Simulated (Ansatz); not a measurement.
Ni (fcc (Cu type), space group No. 225) at seven volumes, r²SCAN (plane waves, PAW; program Ansatz), scaled uniformly. One row is withheld.

```tsv
V (Å³/atom)	P (GPa)
9.577	25.52
9.893	15.40
10.209	7.04
10.525	0.00
10.840	-5.97
11.156	?
11.472	-15.24
```

### Question
Fit the shown pressures and predict the withheld one.

### Answer
P = (3/2)B₀(x^(7/2) − x^(5/2))[1 + (3/4)(B′ − 4)(x − 1)] with x = (V₀/V)^(2/3). Least squares on the six rows gives V₀ = 10.523 Å³/atom, B₀ = 216 GPa, B′ = 4.74. At V = 11.156, x = 0.9618 and P = -10.99 GPa. The run itself gave -11.01 GPa.

Space group Fm-3m (fcc (Cu type)). Symmetry was held in the r²SCAN relaxation. Magnetic state: ferromagnetic, chosen from 3 collinear starts compared on coarse meshes (ties went to the first, and starts can fall back to one state), not a proven ground state. Textbook magnetic order: ferromagnetic. Other orbital occupations within this spin state were not tried.

Potentials: the later of the program's two PAW sets.
